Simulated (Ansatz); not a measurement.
Cd:
Space group P6₃/mmc (No. 194); a = 2.9788 Å, b = 2.9788 Å, c = 5.5526 Å, α = 90.00°, β = 90.00°, γ = 120.00°

```csv
atom,site,symmetry,x,y,z
Cd,2d,-6m2,0.6667,0.3333,0.2500
```

Relaxed at zero pressure with the program Ansatz at the r²SCAN+D4 level (PAW).

Task: The volume is raised by 6 % and shape and atoms relax at that volume. What pressure results, and how do the axes share the change?

Result: -2.5 GPa; a 0.7 %, b 0.7 %, c 4.5 %; the energy rises by 11 meV/atom.

Task: Give the new structure.

Result: 
Space group P6₃/mmc (No. 194); a = 3.0002 Å, b = 3.0002 Å, c = 5.8024 Å, α = 90.00°, β = 90.00°, γ = 120.00°

```json
[
 {"atom": "Cd", "site": "2d", "symmetry": "-6m2", "x": "0.6667", "y": "0.3333", "z": "0.2500"}
]
```

The phase is kept; no other phase was compared at this pressure.

Space group P6_3/mmc (hcp (Mg type)). The cell was relaxed with r²SCAN+D4 under the symmetry of its start. The pairwise dispersion correction was not fitted to metals. Axis ratios of metals converge slowly with the k-mesh, so a and c are less sure than the volume.

Potentials: the later of the program's two PAW sets.
